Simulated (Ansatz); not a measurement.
## GdIn (P4/mmm): anisotropy by the force theorem

Computed with DFT, LDA, PAW with Ansatz's default frozen-core files, scalar-relativistic (Ansatz).

Command: `ansatz run input.yaml --threads 2 --pin off --max-ram 4096MiB --backend cpu --events-out ev --progress --plain --runs-dir out`

```yaml
crystal:
  lattice:
    - [3.83, 0.0, 0.0]
    - [0.0, 3.83, 0.0]
    - [0.0, 0.0, 3.64]
  atoms:
    - { symbol: Gd, position: [0.0, 0.0, 0.0], spin: 7.0 }
    - { symbol: In, position: [0.5, 0.5, 0.5] }
magnetization:
  spin_polarized: true
kpoints:
  mp_grid: { grid: [7, 7, 7] }
scf:
  occupations: { method: fermi_dirac, width: 0.025 }
hamiltonian:
  xc: lda
  pseudopotentials: { kind: paw }
output:
  eigenvalues: false
  eigenstates:
    nscf_kmesh: { grid: [10, 10, 11] }
    top_band: c41
    magnetocrystalline_anisotropy:
      directions: [[0.0, 0.0, 1.0], [1.0, 0.0, 0.0], [0.70710678, 0.70710678, 0.0]]
```

The program prints:

```
settings of this run that can trade accuracy for cost: output.eigenvalues: false. Do not mix this run's numbers with those of runs without the same settings; the input reference describes each key
Engine: ansatz 0.2.0
Pseudopotentials: kind: paw
Pseudopotential: Gd, paw, valence charge 18, recommended cutoff 420 eV (normal), Gd.paw.azcp
Pseudopotential: In, paw, valence charge 13, recommended cutoff 420 eV (normal), In.paw.azcp
Functional definition: SPW92
  exchange = slater_x
  correlation = pw_c
Crystal: 2 atoms, lattice volume = 53.395 Å³
Basis set: ecut = 420 eV, 1029 PW (Γ)
Bands: 23, of which v1, the nominal top of the filled ones, is band 16 counted from 1 (15 counted from 0)
Symmetry: 16 space group operations
Space group: P4/mmm (ITA 123), of the structure as read, at distance tolerance 3.8e-5 Å
Magnetic group: BNS 123.339 (UNI 999), of the structure as read, at distance tolerance 3.8e-5 Å
k-points: 40 of 343
Non-local potential: Gd, projectors of the file, l = 0: 3, l = 1: 2, l = 2: 2, l = 3: 3
Non-local potential: In, projectors of the file, l = 0: 2, l = 1: 2, l = 2: 2, l = 3: 2
PAW form: soft (Blöchl's): semilocal exchange-correlation on the pseudo side does not see the compensation charge
PAW frozen core: Gd, regenerated for the run's functional, and the local potential with it (the file was generated under x = pbe(κ = 0.804, μ = 0.2195149727645171), c = pbe(β = 0.06672455060314922))
PAW frozen core: In, regenerated for the run's functional, and the local potential with it (the file was generated under x = pbe(κ = 0.804, μ = 0.2195149727645171), c = pbe(β = 0.06672455060314922))
PAW one-centre angular grid: Gd, 590 points (default); XC on 64 Gauss nodes
PAW one-centre angular grid: In, 590 points (default); XC on 64 Gauss nodes
Initial density: superposition of atomic densities (chi_scale 0.1, normalization cell)
Starting moments: Σ|m| = 7 μB on 1 of 2 sites
Initial wavefunctions: pseudopotential atomic-orbital guess
Functional: x = slater, c = lda
iter 1 solved again at ethr=1.23e-3 eV; its pass at ethr=3.10e-3 eV (dr2=3.82e-1 eV) is discarded
SCF iter   1: F=—  HF=-14585.086962 eV  |F-HF|=—  |Δ(HF+E_count)|=         —  Δρ=2.18e-2 (↑1.18e-2 ↓2.18e-2)  dr2=3.82e-1  dr2_m=7.38e-2  M=7.024 μB ∫|m|=7.058 μB  β_m=0.30  ethr=1.23e-3  ⟨swp⟩=1.0  Hψ=9678  notcnv=0
Mixer restart at iter 1: flushing history
preconditioner: auto → Kerker (q_TF=auto, 2.492 Å⁻¹)  [metal: Δε(μ)=0.021 eV  Ē_g=12.113 eV  σ=0.025 eV  W_gap=0.20  n_scr=18 (ndim 8)  ℏωp=27.4 eV  f_vac=0.000  D(μ)=2.29/eV (n_scr^D=18)]
spin=Collinear: Kerker preconditioning applied to the charge; magnetization (m = ρ↑ − ρ↓) channel mixes plain (no charge-response kernel on spin).
[...]
SCF iter   6: F=—  HF=-14585.087198 eV  |F-HF|=—  |Δ(HF+E_count)|=   2.80e-4  Δρ=1.68e-4 (↑1.68e-4 ↓1.09e-4)  dr2=2.82e-5  dr2_m=1.45e-6  M=7.104 μB ∫|m|=7.179 μB  β_m=0.91  ethr=2.05e-6  ⟨swp⟩=2.0  Hψ=3733  notcnv=0
SCF iter   7: F=—  HF=-14585.087199 eV  |F-HF|=—  |Δ(HF+E_count)|=   9.36e-7  Δρ=6.53e-5 (↑3.37e-5 ↓6.53e-5)  dr2=4.24e-6  dr2_m=3.48e-7  M=7.104 μB ∫|m|=7.179 μB  β_m=0.95  ethr=9.10e-8  ⟨swp⟩=1.5  Hψ=1891  notcnv=0
SCF iter   8: F=—  HF=-14585.087201 eV  |F-HF|=—  |Δ(HF+E_count)|=   1.72e-6  Δρ=1.20e-5 (↑1.20e-5 ↓1.01e-5)  dr2=2.88e-7  dr2_m=9.20e-9  M=7.104 μB ∫|m|=7.179 μB  β_m=0.98  ethr=1.37e-8  ⟨swp⟩=2.0  Hψ=3078  notcnv=0
SCF iter   9: F=—  HF=-14585.087201 eV  |F-HF|=—  |Δ(HF+E_count)|=   5.36e-9  Δρ=4.57e-6 (↑1.47e-6 ↓4.57e-6)  dr2=1.26e-8  dr2_m=2.61e-9  M=7.104 μB ∫|m|=7.179 μB  β_m=0.99  ethr=9.31e-10  ⟨swp⟩=2.5  Hψ=2577  notcnv=0
SCF iter  10: F=-14585.087201 eV  HF=-14585.087201 eV  |F-HF|=3.17e-10  |Δ(HF+E_count)|=   1.92e-8  Δρ=1.52e-6 (↑5.64e-7 ↓1.52e-6)  dr2=1.51e-9  dr2_m=2.47e-10  M=7.104 μB ∫|m|=7.179 μB  ethr=4.07e-11  ⟨swp⟩=1.4  Hψ=5310  notcnv=0
SCF 1 converged in 10 iterations: F = -14585.087201 eV  dr2 = 1.51e-9
  greatest PAW one-centre occupation: 0.998 electrons in one spin orbital (limit 2), on the Gd atom at site 0 (counted from 0), in its partial waves of l = 0
NSCF: frozen V_eff on 126 k-points
Magnetocrystalline anisotropy: 0 of 126 k-points coupled
Magnetocrystalline anisotropy: 64 of 126 k-points coupled
Magnetocrystalline anisotropy: 126 of 126 k-points coupled
SCF converged after 10 iterations
Magnetization: 7.1040 μB (19.0520 up, 11.9480 down)
Absolute magnetization: 7.1779 μB (∫|ρ↑−ρ↓|, with the PAW one-centre terms)
Spin contamination: 0.0444 ħ² per cell (⟨S²⟩ above its minimum at these occupations)
Per-site moments (μB) at R_I (Å): [(6.997212241240952, 1.3459673362725042), (-0.031042976005392634, 1.3459673362725042)]
Free energy (F): -14585.087201 eV
Harris-Foulkes:  -14585.087201 eV  (|F-HF|=3.17e-10)
Internal energy: -14585.084917 eV  (E = F + TS)
E sigma→0 (E₀):  -14585.086059 eV
Entropy (-TS):   -0.002284 eV (-1.142 meV/atom)
Fermi energy:    12.547292 eV
--- Per-component energies (eV) ---
  E_band       = -17.327767
  E_kinetic    = 645.863444
  E_local      = -3039.826762  (includes V_loc(G=0)·N_el)
  E_nonlocal   = 668.817390
  E_hartree    = 1237.103290
  E_xc         = -444.981776
  E_vxc        = -353.679384  (∫ρ·V_xc dr)
  E_paw        = -10261.865542  (= ΣΔE_a)
  E_vpaw       = -412.707682  (= ΣTr[D̂ρ^β])
  E_aug_tail   = 0.000025  (compensation charges beyond the density's cutoff)
  E_ewald      = -3391.758555
  E_core_change = 1.563570  (= ΣΔE_core)
  E_smearing   = -0.002284  (= −TS)
  E_closure    = 0.000000  (closes the sum)
  Σ components = -14585.087201   (vs F -14585.087201, Δ=0.00e0)
--- Band table (eV; the first three rows and the last of 80) ---
  k-point 0 ↑: bands = ["-32.5321", "-9.9245", "-9.9245", "-9.8706", "-1.7409", "-1.7079", "-1.6443", "-1.6298", "-1.6298", "4.5019", "8.0746", "8.0746", "8.0848", "8.0981", "8.0981", "8.1024", "8.1448", "11.9245", "11.9677", "15.4900", "15.4900", "15.8681", "16.2049"]
  k-point 1 ↑: bands = ["-32.5285", "-9.9445", "-9.9187", "-9.9187", "-1.7079", "-1.7045", "-1.6424", "-1.6359", "-1.6359", "4.7958", "8.0676", "8.0852", "8.0852", "8.0975", "8.1010", "8.1010", "8.1437", "11.8705", "12.0588", "14.4757", "14.4757", "15.4154", "15.8879"]
  k-point 2 ↑: bands = ["-32.5202", "-10.1060", "-9.9058", "-9.9058", "-1.6967", "-1.6495", "-1.6495", "-1.6381", "-1.6334", "5.6254", "8.0381", "8.0868", "8.1071", "8.1071", "8.1113", "8.1113", "8.1411", "10.7487", "12.2830", "13.4592", "13.4592", "15.6408", "15.9333"]
  k-point 39 ↓: bands = ["-29.5670", "-8.0121", "-7.9324", "-7.9313", "-1.6792", "-1.6677", "-1.6584", "-1.5383", "-1.5220", "8.7670", "10.3659", "10.3669", "11.3554", "12.9553", "12.9749", "12.9784", "13.0578", "13.0717", "13.0780", "13.4220", "16.4534", "16.7293", "16.9304"]
settings of this run that can trade accuracy for cost: output.eigenvalues: false. Do not mix this run's numbers with those of runs without the same settings; the input reference describes each key
```

magnetocrystalline_anisotropy.tsv:

```
# direction_x	direction_y	direction_z	energy_mev	energy_tetrahedra_mev	beyond_first_order_mev	atom_0_mev	atom_1_mev	spread_mev	spread_tetrahedra_mev	orbital_0_along_direction_mub	orbital_1_along_direction_mub
# format = ansatz-magnetocrystalline-anisotropy/3
# nscf_kmesh_grid = 10 10 11
# nscf_kmesh_shift = 0 0 0
# n_bands = 57
# occupation_method = fermi_dirac
# smearing_width_ev = 0.025
# xc_rung = lda
# a1_ang = 3.83 0 0
# a2_ang = 0 3.83 0
# a3_ang = 0 0 3.64
# atom = 0 Gd 0 0 0
# atom = 1 In 0.5 0.5 0.5
# kernel_functional = own
# kernel_scale = 1.0121
# goldstone_residual = 0.012566
# bands_end_over_fermi_ev = 35.15
# easy_direction_run = 2
# easy_direction_tetrahedra = 2
0	0	1	0	0	0.10375	0	0	0	0	0.17551	0.00011587
1	0	0	-0.088515	-0.15989	0.089405	-0.15955	-0.0085666	1.0006	1.1166	0.17662	0.00031262
0.70711	0.70711	0	-0.55306	-0.36324	0.086625	-1.06	-0.030985	1.2251	1.2594	0.19339	0.0004018
```

Site moments (μB): Gd1 7.00, In2 -0.03. Cell moment 7.10 μB.

The spread over coarser sub-meshes exceeds the differences between directions, so this mesh may not resolve the easy direction.

The magnetic group in the log treats spin as a scalar label, without spin–orbit coupling.

The PAW files were made with PBE; the program remakes their cores once for the run's functional and then keeps them frozen. Without U a semilocal functional puts the f levels too near the Fermi level, which can change moments and the order of magnetic states; site and cell moments are spin moments. With open f shells a run can end in a state that isn't the lowest. These are results for the start and cell typed. The real compound can order otherwise, in a larger cell, or not at all, since semilocal functionals at zero temperature often overstate magnetism.

It took 34 s on 2 threads of Arm Neoverse V1, with other jobs on the host, peak memory 0.58 GiB.
